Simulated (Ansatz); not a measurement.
This cell of SiSe2 (SiS2 type, space group Ibam) is off equilibrium:

```
SiSe2
1.0
   -3.20234     4.72705     2.97580
    3.20234    -4.72705     2.97580
    3.20234     4.72705    -2.97580
Se Si
4 2
Cartesian
  1.92294   3.53764   2.97580
  1.27940  -1.18941   2.97580
  1.92294   5.91646   0.00000
  1.27940   1.18941   0.00000
  0.00000   0.00000   4.46369
  0.00000   0.00000   1.48790
```

These are PBEsol (plane waves to 420 eV, PAW, scalar-relativistic; Ansatz, a first-principles code) values and carry that method's errors. k mesh 8×8×8 (Γ-centred), Fermi-Dirac smearing 0.05 eV. The energy includes the smearing's −TS. Stress and pressure are positive under compression. SiSe2 was relaxed with its symmetry unable to fall.

Question: What is the stress tensor (GPa)?

Answer: 
```
  -0.13     0.00     0.00
   0.00    -0.19     0.00
   0.00     0.00    -1.47
```
The pressure, a third of the trace, is -0.60 GPa.

Question: It is the relaxed cell scaled evenly to V/V₀ = 1.050, atoms relaxed where free. What is its energy relative to the relaxed cell?

Answer: 2.8 meV/atom.

(Under strain, the slope of the energy per volume gives the stress and its curvature an elastic modulus.)
